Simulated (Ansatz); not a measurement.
input.yaml

```yaml
crystal:
  lattice:
    - [-2.0874049957, 2.0874049957, 5.7004824007]
    - [2.0874049957, -2.0874049957, 5.7004824007]
    - [2.0874049957, 2.0874049957, -5.7004824007]
  atoms:
    - { symbol: Sr, position: [0.0, 0.0, 0.0] }
    - { symbol: As, position: [0.64322202, 0.64322202, 0.0] }
    - { symbol: As, position: [0.35677798, 0.35677798, 0.0] }
    - { symbol: Ru, position: [0.25, 0.75, 0.5] }
    - { symbol: Ru, position: [0.75, 0.25, 0.5] }
basis:
  ecutwfc: 420
kpoints:
  mp_grid: { grid: [12, 12, 12] }
hamiltonian:
  xc: pbesol
scf:
  occupations: { method: gaussian, width: 0.1 }
output:
  forces: true
  stress: true
  eigenvalues: true
  populations: true
```

Command:
```bash
ansatz run input.yaml --threads 2 --pin off --max-ram 5120MiB --backend cpu --events-out ev --progress --plain --runs-dir out
```

These are results of DFT PBEsol, scalar-relativistic, plane waves, PAW in Ansatz 0.2.0, not measurements.

Part of what the program printed, abridged (final results; tables in files aren't shown):

```
SCF 1 converged in 10 iterations: F = -24754.586080 eV  dr2 = 2.56e-9
SCF converged after 10 iterations
Free energy (F): -24754.586080 eV
Harris-Foulkes:  -24754.586080 eV  (|F-HF|=4.29e-10)
Internal energy: -24754.577570 eV  (E = F + TS)
E sigma→0 (E₀):  -24754.581825 eV
Entropy (-TS):   -0.008510 eV (-1.702 meV/atom)
Fermi energy:    13.931099 eV
--- Per-component energies (eV) ---
  E_band       = -800.717341
  E_kinetic    = 1488.532043
  E_local      = -8692.658949  (includes V_loc(G=0)·N_el)
  E_nonlocal   = -436.557482
  E_hartree    = 3836.070746
  E_xc         = -709.591162
  E_vxc        = -799.666449  (∫ρ·V_xc dr)
  E_paw        = -13034.749870  (= ΣΔE_a)
  E_vpaw       = -32.510357  (= ΣTr[D̂ρ^β])
  E_aug_tail   = -0.000387  (compensation charges beyond the density's cutoff)
  E_ewald      = -7208.196305
  E_core_change = 2.573797  (= ΣΔE_core)
  E_smearing   = -0.008510  (= −TS)
--- Forces (eV/Å), atoms counted from 1 ---
  atom   1  Sr     0.00000000     0.00000000     0.00000000
  atom   2  As     0.00000000     0.00000000    -0.04537753
  atom   3  As     0.00000000     0.00000000     0.04537753
  atom   4  Ru     0.00000000     0.00000000     0.00000000
  atom   5  Ru     0.00000000     0.00000000     0.00000000
--- Stress (GPa, compression-positive) ---
       -2.568237       0.000000       0.000000
        0.000000      -2.568237       0.000000
        0.000000       0.000000      -2.570799
  P = ⅓ Tr σ = -2.5691 GPa (-25.691 kbar)
--- Band table (eV; the first three rows and the last of 163) ---
  k-point 0: bands = ["-58.3075", "-58.2693", "-28.5579", "-28.5579", "-28.3435", "-28.3435", "-28.2723", "-28.2235", "-21.8336", "-21.8336", "-21.8319", "-21.8279", "-21.8279", "-21.8249", "-21.8228", "-21.8153", "-21.8106", "-21.8085", "-21.5057", "-3.5532", "-3.5532", "-3.5248", "1.3217", "2.7720", "8.0135", "9.3124", "9.3124", "9.6451", "10.0694", "10.9100", "10.9100", "12.7953", "13.0272", "13.6466", "13.7592", "13.7592", "14.7931", "15.0280", "15.7942", "16.7740", "16.7740", "18.3180", "18.5400", "18.7977"]
  k-point 1: bands = ["-58.3062", "-58.2706", "-28.5598", "-28.5423", "-28.3601", "-28.3421", "-28.2704", "-28.2248", "-21.8343", "-21.8339", "-21.8318", "-21.8295", "-21.8286", "-21.8235", "-21.8229", "-21.8155", "-21.8105", "-21.8085", "-21.5045", "-3.5691", "-3.5626", "-3.5208", "1.4127", "2.7831", "8.1298", "9.1370", "9.3812", "9.6850", "10.1954", "10.6997", "10.9597", "12.7379", "13.0334", "13.4787", "13.5624", "13.6083", "14.7108", "15.1076", "15.7716", "16.5332", "17.0777", "18.2634", "18.7494", "18.8914"]
  k-point 2: bands = ["-58.3026", "-58.2740", "-28.5651", "-28.4997", "-28.4051", "-28.3383", "-28.2653", "-28.2286", "-21.8359", "-21.8346", "-21.8321", "-21.8318", "-21.8302", "-21.8231", "-21.8215", "-21.8158", "-21.8102", "-21.8084", "-21.5013", "-3.6073", "-3.5881", "-3.5104", "1.6542", "2.8155", "8.3476", "8.8989", "9.5711", "9.8226", "10.1338", "10.4768", "11.0562", "12.6052", "12.9540", "13.1063", "13.1715", "13.2449", "14.5502", "15.2435", "15.3579", "16.8487", "17.7627", "17.7720", "18.3497", "18.9789"]
  k-point 162: bands = ["-58.3075", "-58.2693", "-28.5579", "-28.5579", "-28.3435", "-28.3435", "-28.2725", "-28.2234", "-21.8317", "-21.8317", "-21.8298", "-21.8298", "-21.8297", "-21.8251", "-21.8250", "-21.8152", "-21.8104", "-21.8087", "-21.5050", "-3.5578", "-3.5516", "-3.5516", "1.8651", "2.1865", "8.0659", "9.2833", "9.2833", "9.6337", "10.0782", "10.7843", "10.7843", "12.2291", "13.6550", "14.0394", "14.0394", "14.1807", "14.6938", "15.0280", "16.1984", "17.2042", "17.6136", "17.6136", "18.3336", "18.9613"]
--- Löwdin populations: 5 sites ---
  site symbol q [e]
     0     Sr      8.4017
     1     As     15.3508
     2     As     15.3508
     3     Ru     16.1242
     4     Ru     16.1242
  spilling = 0.009005 (of n_electrons = 72.000000)
```

The run converged.

Time: 9.1 s on 2 threads of AMD EPYC 9R45 96-Core Processor (Zen 5), with other jobs on the host, peak memory 0.79 GiB.